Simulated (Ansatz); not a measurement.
Total density of states per atom from plane-wave PAW PBEsol (Ansatz code), in 0.25 eV bins, energy from the Fermi level:

```csv
E (eV),states/eV/atom
-7.85,0.25
-7.60,0.50
-7.35,0.66
-7.10,0.87
-6.85,1.60
-6.60,0.91
-6.35,0.38
-6.10,0.10
-5.85,0.05
-5.60,0.03
-5.35,0.01
-5.10,0.01
-4.85,0.04
-4.60,0.06
-4.35,0.10
-4.10,0.18
-3.85,0.64
-3.60,1.53
-3.35,0.92
-3.10,0.98
-2.85,1.10
-2.60,1.04
-2.35,0.79
-2.10,1.01
-1.85,1.16
-1.60,1.07
-1.35,1.45
-1.10,2.04
-0.85,2.03
-0.60,1.87
-0.35,1.20
-0.10,0.89
0.15,0.74
0.40,0.45
0.65,0.44
0.90,0.81
1.15,1.35
1.40,1.17
1.65,0.93
1.90,0.27
2.15,0.21
2.40,0.14
2.65,0.12
2.90,0.06
3.15,0.08
3.40,0.14
3.65,0.17
3.90,0.24
4.15,0.29
4.40,0.36
4.65,0.36
```

### Question
Pick the material that matches.
A) Co2N, Pnnm (Co on 4g, N on 2a)
B) AlBN2, chalcopyrite
C) Mn3ZnN, anti-perovskite
D) AlN, P4_2/mnm (Al on 4g, N on 4f)

### Answer
A, Co2N, Pnnm (Co on 4g, N on 2a). Within 0.5 eV of the Fermi level: Co 3d 90 %, N 2p 6 %. Projections are on Löwdin-orthogonalised atomic valence shells; empty p or d shells of many metals are not among them.

The workflow started from an entry of the Crystallography Open Database (COD). Whether it is the stable phase at ambient conditions was not checked. The PBEsol relaxation kept the symmetry of its start; whether a distortion lowers the energy is not shown. The workflow began spin-polarised and lost its moments.

Potentials: the later of the program's two PAW sets.
